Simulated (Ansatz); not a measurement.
Relaxed AlNi (CsCl type):

```xyz
2
Lattice="2.8633 0.0000 0.0000 0.0000 2.8633 0.0000 0.0000 0.0000 2.8633" Properties=species:S:1:pos:R:3 pbc="T T T"
Al     0.0000     0.0000     0.0000
Ni     1.4317     1.4317     1.4317
```

Method: r2SCAN (plane waves to 500 eV, PAW, scalar-relativistic; Ansatz, a program for electronic structure). k mesh 13×13×13 (Γ-centred), Fermi-Dirac smearing 0.05 eV. With partly filled bands, energies and forces of such displacements shift with the k mesh and the smearing. AlNi is run without spin polarisation. AlNi was relaxed with its symmetry unable to fall. The PAW data are Ansatz's earlier set.

One atom of the cell was then moved (with its periodic images), all else fixed, and the forces (eV/Å) came out as:

| atom | Fx | Fy | Fz |
|---|---|---|---|
| Al1 | 0.000 | 0.000 | 0.796 |
| Ni2 | 0.000 | 0.000 | -0.796 |

With two atoms only their relative shift counts; take Al1 as fixed.

Task: Which atom was moved, and by which vector (Å)?

Result: Ni2, by (0.00, 0.00, 0.12), 0.12 Å in all.

(A displaced cell: forces are minus the slopes of the energy, force constants its curvatures, and phonons follow from these.)
